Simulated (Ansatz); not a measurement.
# Two-dimensional strain map in Cd

All numbers below come from Ansatz 0.2.0, DFT LDA, scalar-relativistic, plane waves, PAW. Cutoff 420 eV, Γ-centred 18×18×8 k-points, Gaussian smearing of 0.15 eV. No spin polarisation. Energies are free energies at this smearing, counted from the undisturbed cell; pressure is positive in compression.

Reference structure (as given, not relaxed at this level; it stands at -4.4 GPa):

```
Cd
1.0
     2.97887    0.00000    0.00000
    -1.48944    2.57978    0.00000
     0.00000    0.00000    5.61765
Cd
2
Direct
  0.33333 0.66667 0.25000
  0.66667 0.33333 0.75000
```

The cell is strained by p along both x and y and by q along z, fractional coordinates fixed. Points are written (p, q).

Energy above the undisturbed cell in meV/atom (a dash: not computed):

```
 p \ q  -0.050  -0.025  0.000  0.025  0.050
-0.050     9.0       ?   -8.7   -7.3   -1.9
 0.000   -14.9       –    0.0      –   26.7
 0.050       ?       –   96.3      –  142.8
```

(1) Fill in the withheld energies.

Answers

(1) (-0.050, -0.025): -3.9; (0.050, -0.050): 55.8.